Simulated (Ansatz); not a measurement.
# EuGa3Cu with scf.occupations.method, scf.occupations.width changed

Computed with the plane-wave PAW code Ansatz (scalar-relativistic, PAW set soft_2): PBEsol, collinear spin, 420 eV cutoff, k-mesh 10×10×10. These are the settings of the reference run.

Cell:

```
CELL_PARAMETERS angstrom
-2.08825 2.08825 5.21428
2.08825 -2.08825 5.21428
2.08825 2.08825 -5.21428
ATOMIC_POSITIONS crystal
Eu 0.13978 0.13978 0.00000
Ga 0.89256 0.39256 0.50000
Ga 0.39256 0.89256 0.50000
Ga 0.73891 0.73891 0.00000
Cu 0.51219 0.51219 0.00000
```

The reference run of this cell is solved again as a single point with these keys changed:

| key | reference run | changed run |
| --- | --- | --- |
| scf.occupations.method | gaussian | methfessel_paxton |
| scf.occupations.width | 0.05 | 0.1 |

How does the changed run end?



| quantity | reference run | changed run |
| --- | --- | --- |
| energy, changed less reference (meV an atom) | 0 | -0.2 |
| pressure (GPa) | 0.0 | 0.0 |
| largest force (eV/Å) | 0.00 | 0.00 |
| gap on the mesh (eV) | 0.00 | 0.00 |
| moment of the cell (μB) | 6.85 | 6.85 |

The results hardly move, so these settings together matter little here. It took 21 iterations.

Caveats: the reference run: 4f shell without a U, which puts 4f levels too near the Fermi level; the reference run: open f or d shells may hold a state above the lowest; a single point, atoms not relaxed again.
